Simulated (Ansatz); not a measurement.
Crystals of one structure type (zinc blende) and one family of elements, relaxed and computed with plane-wave PAW LDA (Ansatz code).

```
crystal  gap (eV)    ε∞
-------  --------  ----
GaAs         0.49  14.0
BAs          1.10     ?
BP           1.14  9.18
AlAs         1.32  9.44
GaP          1.38  10.6
```

### Question
Fit a straight line to ln ε∞ against ln E_g and predict the withheld value.

### Answer
Least squares on the 4 shown rows: ln ε∞ = -0.35 × ln E_g + (2.367), with a scatter of 8 %. For BAs this gives 10.3. The run itself gave 9.66, within the scatter.

All cells were relaxed under the symmetry of their starts (and spin orders); stability against distortions was not tested throughout. Scalar-relativistic: spin–orbit coupling is off unless named, which matters more the heavier the elements.

Potentials: the later of the program's two PAW sets.
